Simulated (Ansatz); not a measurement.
Ba3ZnN2O, first-principles data

Ba3ZnN2O:
```yaml
crystal:
  lattice:
    - [4.10737, 0.00000, 0.00000]
    - [0.00000, 4.10737, 0.00000]
    - [0.00000, 0.00000, 9.16674]
  atoms:
    - { symbol: Ba, position: [0.00000, 0.00000, 0.21817] }
    - { symbol: Ba, position: [0.00000, 0.00000, 0.78183] }
    - { symbol: Ba, position: [0.50000, 0.50000, 0.50000] }
    - { symbol: Zn, position: [0.50000, 0.50000, 0.00000] }
    - { symbol: N, position: [0.50000, 0.50000, 0.80108] }
    - { symbol: N, position: [0.50000, 0.50000, 0.19892] }
    - { symbol: O, position: [0.00000, 0.00000, 0.50000] }
```

Space group P4/mmm (No. 123); conventional cell a = 4.1074 Å, b = 4.1074 Å, c = 9.1667 Å, α = 90.00°, β = 90.00°, γ = 90.00°.

Method: the program Ansatz at the r²SCAN level (PAW). The cell and atoms are relaxed at this level. Other levels are named where they apply.

**Cell and energy**

| Quantity | Result |
|---|---|
| Volume per atom | 22.09 Å³ |
| Density | 5.60 g/cm³ |
| Formation energy from the elements (no fitted shifts) | -1.21 eV/atom |

**Electronic structure**

| Property | Result |
|---|---|
| Band gap | 0.67 eV (direct) |
| Valence-band maximum | at A |
| Conduction-band minimum | at A |
| Electron effective mass with spin–orbit coupling | 0.30, 0.86, 0.86 mₑ (principal values) |
| Hole effective mass with spin–orbit coupling | 0.67, 0.67, 0.88 mₑ (principal values) |
| HSE06 gap on the r²SCAN cell | 1.29 eV |
| Gap with spin–orbit coupling | 0.59 eV |

**Mechanics**

| Property | Value |
|---|---|
| Bulk modulus (Birch–Murnaghan fit) | 61.9 GPa |
| Pressure derivative B′ | 4.9 |

**Charges**

| Item | Result |
|---|---|
| Bader charges | Ba +1.39 to +1.46, Zn +0.52, N -1.65, O -1.46 e |

The first step of the workflow began from a Materials Project structure, measured or hypothetical; the Crystallography Open Database copy checked does not list it. Whether it is the stable phase at ambient conditions was not checked. Symmetry was held in the r²SCAN relaxation; whether a distortion lowers the energy is not shown. The references are the lowest solids computed at this level, not always the standard phases (solids in place of the gases). Scalar-relativistic: spin–orbit coupling is off unless named, which matters more the heavier the elements.

Potentials: the later of the program's two PAW sets.
